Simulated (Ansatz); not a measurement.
Geometry optimisation in Ansatz: input, command and trajectory.

```yaml
crystal:
  lattice:
    - [4.0611657916, 0.0, 0.0]
    - [0.0, 4.0611657916, 0.0]
    - [0.0, 0.0, 4.0611657916]
  atoms:
    - { symbol: Sc, position: [0.0, 0.5, 0.5] }
    - { symbol: Sc, position: [0.5, 0.0, 0.5] }
    - { symbol: Sc, position: [0.5, 0.5, 0.0] }
    - { symbol: F, position: [0.0, 0.0, 0.0] }
basis:
  ecutwfc: 500
kpoints:
  mp_grid: { grid: [4, 4, 4] }
hamiltonian:
  xc: r2scan
scf:
  occupations: { method: gaussian, width: 0.1 }
  lower_state_search: "off"
output:
  forces: true
  stress: true
  eigenvalues: true
relax:
  adjacent_minimum: "off"
  f_tol: 0.04
  max_steps: 70
  cell: { stress_tol: 0.4 }
```

```bash
ansatz run input.yaml --threads 1 --pin off --max-ram 2560MiB --backend cpu --events-out ev --progress --plain --runs-dir out
```

Theory: Ansatz 0.2.0, DFT r2SCAN, scalar-relativistic, plane waves, PAW.

Of 5 frames 5 are shown, positions in Å and forces in eV/Å; the SCF threshold varies from step to step. Steps run on the plane waves of an earlier cell, with a Pulay correction in the pressure. The basis is chosen afresh for the last frame, the zero of the energies, and at times for earlier ones too; energy and pressure step there, also at an unchanged geometry. Here that happened at step 5 (-4 meV/atom, 0.1 GPa); the frames before carry an error of that size.

```xyz
4
Lattice="4.0612 0.0000 0.0000 0.0000 4.0612 0.0000 0.0000 0.0000 4.0612" Properties=species:S:1:pos:R:3:forces:R:3 pbc="T T T" step=1 free_energy_over_end_meV_per_atom=220.74 pressure_GPa=16.74
Sc    0.0000    2.0306    2.0306    0.0000    0.0000    0.0000
Sc    2.0306    0.0000    2.0306    0.0000    0.0000    0.0000
Sc    2.0306    2.0306    0.0000    0.0000    0.0000    0.0000
F     0.0000    0.0000    0.0000    0.0000    0.0000    0.0000
4
Lattice="4.2591 0.0000 0.0000 0.0000 4.2591 0.0000 0.0000 0.0000 4.2591" Properties=species:S:1:pos:R:3:forces:R:3 pbc="T T T" step=2 free_energy_over_end_meV_per_atom=46.71 pressure_GPa=6.14
Sc    0.0000    2.1296    2.1296    0.0000    0.0000    0.0000
Sc    2.1296    0.0000    2.1296    0.0000    0.0000    0.0000
Sc    2.1296    2.1296    0.0000    0.0000    0.0000    0.0000
F     0.0000    0.0000    0.0000    0.0000    0.0000    0.0000
4
Lattice="4.3928 0.0000 0.0000 0.0000 4.3928 0.0000 0.0000 0.0000 4.3928" Properties=species:S:1:pos:R:3:forces:R:3 pbc="T T T" step=3 free_energy_over_end_meV_per_atom=6.10 pressure_GPa=1.30
Sc    0.0000    2.1964    2.1964    0.0000    0.0000    0.0000
Sc    2.1964    0.0000    2.1964    0.0000    0.0000    0.0000
Sc    2.1964    2.1964    0.0000    0.0000    0.0000    0.0000
F     0.0000    0.0000    0.0000    0.0000    0.0000    0.0000
4
Lattice="4.4319 0.0000 0.0000 0.0000 4.4319 0.0000 0.0000 0.0000 4.4319" Properties=species:S:1:pos:R:3:forces:R:3 pbc="T T T" step=4 free_energy_over_end_meV_per_atom=3.83 pressure_GPa=0.17
Sc    0.0000    2.2159    2.2159    0.0000    0.0000    0.0000
Sc    2.2159    0.0000    2.2159    0.0000    0.0000    0.0000
Sc    2.2159    2.2159    0.0000    0.0000    0.0000    0.0000
F     0.0000    0.0000    0.0000    0.0000    0.0000    0.0000
4
Lattice="4.4319 0.0000 0.0000 0.0000 4.4319 0.0000 0.0000 0.0000 4.4319" Properties=species:S:1:pos:R:3:forces:R:3 pbc="T T T" step=5 free_energy_over_end_meV_per_atom=0.00 pressure_GPa=0.27
Sc    0.0000    2.2159    2.2159    0.0000    0.0000    0.0000
Sc    2.2159    0.0000    2.2159    0.0000    0.0000    0.0000
Sc    2.2159    2.2159    0.0000    0.0000    0.0000    0.0000
F     0.0000    0.0000    0.0000    0.0000    0.0000    0.0000
```

The start puts this composition into another compound's structure type, which needn't suit it. At the end the space group is Pm-3m (tolerance 0.05 Å).

The run took 23 s on 1 thread of Arm Neoverse V2, with other jobs on the host, peak memory 0.54 GiB.

The k mesh is coarse. Spin polarisation was left out, and a magnetic state may lie lower.